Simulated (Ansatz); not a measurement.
# SiO₂ (rutile type) under strong compression

```
CELL_PARAMETERS angstrom
4.23628 0.00000 0.00000
0.00000 4.23628 0.00000
0.00000 0.00000 2.69043
ATOMIC_POSITIONS crystal
Si 0.00000 0.00000 0.00000
Si 0.50000 0.50000 0.50000
O 0.30699 0.30699 0.00000
O 0.69301 0.69301 0.00000
O 0.80699 0.19301 0.50000
O 0.19301 0.80699 0.50000
```

The cell comes from a relaxation on PAW files under the same functional, begun from a prototype that needn't be the stable phase.

Its volume is scaled, and at each volume shape and atoms are relaxed on PAW files; all methods then take that cell.

Level of theory: DFT with PBE, scalar-relativistic, in Ansatz 0.2.0; a Γ-centred 7×7×10 k mesh, Fermi–Dirac smearing of 0.1 eV, no spin polarisation. LAPW: all electrons, basis error target 1 meV/atom; PAW: frozen-core files, cutoff 420 eV; crystal datasets: all electrons, by PAW datasets that the program makes for each cell; norm-conserving: pseudopotentials, cutoff 1240 eV; PAW (cutoff 800 eV): frozen-core files, cutoff 800 eV.

Energies are extrapolated to zero smearing and count from the unscaled cell; pressure is positive in compression; gaps take the mesh and a band path. No temperature or zero-point motion is included.

The structure type is held throughout; the real material can change phase at far lower pressure.

| V/V0 | V (Å³/atom) | P LAPW (GPa) | ΔE LAPW (eV/atom) | P PAW − LAPW (GPa) | ΔE PAW − LAPW (meV/atom) | gap (eV) | space group | shortest distance (Å) |
| --- | --- | --- | --- | --- | --- | --- | --- | --- |
| 1.00 | 8.05 | -0.03 | 0.000 | 0.02 | 0.0 | 5.05 | P4_2/mnm | 1.774 |
| 0.94 | 7.56 | 18.91 | 0.027 | 0.05 | 0.1 | – | P4_2/mnm | 1.752 |
| 0.88 | 7.08 | 46.0 | 0.122 | 0.07 | 0.3 | – | P4_2/mnm | 1.724 |
| 0.80 | 6.44 | ? | ? | ? | ? | ? | ? | ? |
| 0.72 | 5.79 | 183.4 | 0.962 | 0.24 | 1.4 | – | P4_2/mnm | 1.593 |
| 0.62 | 4.99 | 362.0 | 2.287 | 0.55 | 3.3 | 7.18 | P4_2/mnm | 1.509 |

Task: Fit the Vinet equation to the LAPW pressures shown (residuals weighted by 1/(|P| + 0.03·Pmax)), and predict the pressure of the withheld row.

Result: The fit gives V0 = 8.05 Å³/atom, B0 = 268 GPa and B0′ = 4.63. At 6.44 Å³/atom, x = (V/V0)^(1/3) = 0.9284, and P = 3·B0·(1 − x)/x²·exp[1.5·(B0′ − 1)·(1 − x)] = 98.8 GPa. The run itself gave 99.5 GPa (-0.8 % off) and ΔE = 0.407 eV/atom.

Task: From the table, what is the rise of the enthalpy H = E + pV up to the last row, and how stiff is the crystal between the last two rows?

Result: ΔH = 2.287 eV + (362.0 GPa × 4.99 Å³ + 0.03 GPa × 8.05 Å³) × 0.006242 eV/(GPa·Å³) = 13.56 eV/atom, of which pV makes 83 %. The mean bulk modulus there is −ΔP/Δln V = 1190 GPa.

Task: At the smallest volume, how far do crystal datasets and norm-conserving and PAW (cutoff 800 eV) lie from LAPW in pressure?

Result: crystal datasets: 0.00 GPa; norm-conserving: -1.50 GPa; PAW (cutoff 800 eV): +0.44 GPa, on a LAPW pressure of 362.0 GPa.

Task: How do the Löwdin populations by LAPW change from the unscaled cell to the last row?

Result: Si 3s 0.72 → 0.56, O 2s 1.62 → 1.51, O 2p 5.10 → 5.29 electrons an atom. These are projections on the shells that the free atoms fill; 0.37 e a cell lies outside them at the start and 0.44 e at the end.
